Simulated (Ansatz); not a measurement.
MgS2:
```
CELL_PARAMETERS angstrom
      3.25717     2.05530     0.00000
     -3.25717     2.05530     0.00000
     -2.19658     0.00000     4.50606
ATOMIC_POSITIONS crystal
  Mg 0.50000 0.50000 0.50000
  S  0.94213 0.05787 0.76907
  S  0.05787 0.94213 0.23093
```

Relaxed with PBEsol. Independent-particle spectrum: no excitons, no local fields, no scissors shift; 0.1 eV broadening; ε₁ of the summed bands alone.

Task: Tabulate the dielectric function from plane-wave PAW PBEsol (Ansatz code).

Result: 

| E (eV) | ε₁ xx | ε₂ xx | ε₁ yy | ε₂ yy | ε₁ zz | ε₂ zz |
|---|---|---|---|---|---|---|
| 0.0 | 6.41 | 0.00 | 5.22 | 0.00 | 10.73 | 0.00 |
| 0.5 | 6.70 | 0.00 | 5.27 | 0.00 | 11.01 | 0.00 |
| 1.0 | 7.46 | 1.92 | 5.53 | 0.03 | 12.12 | 0.66 |
| 1.5 | 6.52 | 3.66 | 6.02 | 0.86 | 13.11 | 2.73 |
| 2.0 | 3.90 | 1.60 | 5.11 | 0.72 | 12.54 | 3.25 |
| 2.5 | 4.75 | 0.62 | 5.54 | 0.49 | 13.53 | 5.11 |
| 3.0 | 5.59 | 0.71 | 5.31 | 0.66 | 13.71 | 8.62 |
| 3.5 | 5.99 | 0.90 | 6.09 | 0.58 | 10.02 | 9.47 |
| 4.0 | 7.12 | 1.74 | 6.89 | 1.36 | 12.03 | 14.78 |
| 4.5 | 6.12 | 2.96 | 6.43 | 1.93 | 0.58 | 13.38 |
| 5.0 | 7.08 | 2.51 | 7.52 | 1.72 | 1.84 | 7.66 |
| 5.5 | 7.19 | 6.28 | 7.98 | 4.16 | 2.38 | 9.65 |
| 6.0 | 5.03 | 4.49 | 7.79 | 5.60 | 2.43 | 8.40 |
| 6.5 | 6.17 | 6.09 | 6.98 | 5.93 | 1.46 | 11.71 |
| 7.0 | 6.04 | 8.66 | 7.45 | 11.22 | -3.46 | 11.75 |
| 7.5 | 1.84 | 8.48 | -0.32 | 10.77 | -5.14 | 6.62 |
| 8.0 | 0.03 | 7.32 | -1.31 | 7.44 | -3.80 | 5.89 |
| 8.5 | 0.12 | 6.16 | -1.54 | 5.74 | -3.81 | 4.91 |
| 9.0 | 0.04 | 5.90 | -1.13 | 4.65 | -4.19 | 3.70 |
| 9.5 | -1.97 | 5.70 | -1.05 | 4.49 | -3.70 | 2.62 |
| 10.0 | -1.76 | 4.24 | -1.15 | 4.24 | -3.32 | 1.92 |
| 10.5 | -1.84 | 3.62 | -1.41 | 3.90 | -2.72 | 1.57 |
| 11.0 | -2.07 | 3.19 | -2.08 | 3.43 | -2.48 | 1.10 |
| 11.5 | -1.94 | 2.43 | -1.98 | 2.61 | -2.04 | 0.77 |
| 12.0 | -1.77 | 1.88 | -1.87 | 2.01 | -1.64 | 0.61 |

Task: From ε at 2.3 eV (xx: 4.37 + 0.83i), find n, k, the normal reflectivity and the absorption coefficient.

Result: n = 2.10, k = 0.198, R = 13 %, α = 2kE/ħc = 46000 cm⁻¹.

With all bands, ε∞ without local fields is 6.44 (xx), 5.25 (yy), 10.8 (zz). DFPT, with local fields, gives 6.11 (xx), 4.77 (yy), 9.80 (zz).

Space group C2/m. The workflow started from a Materials Project entry (that database holds measured and hypothetical structures alike); the Crystallography Open Database copy checked does not list it. Whether it is the stable phase at ambient conditions was not checked. The PBEsol relaxation kept the symmetry of its start; its stability against distortions is not shown here.

Potentials: the later of the program's two PAW sets.
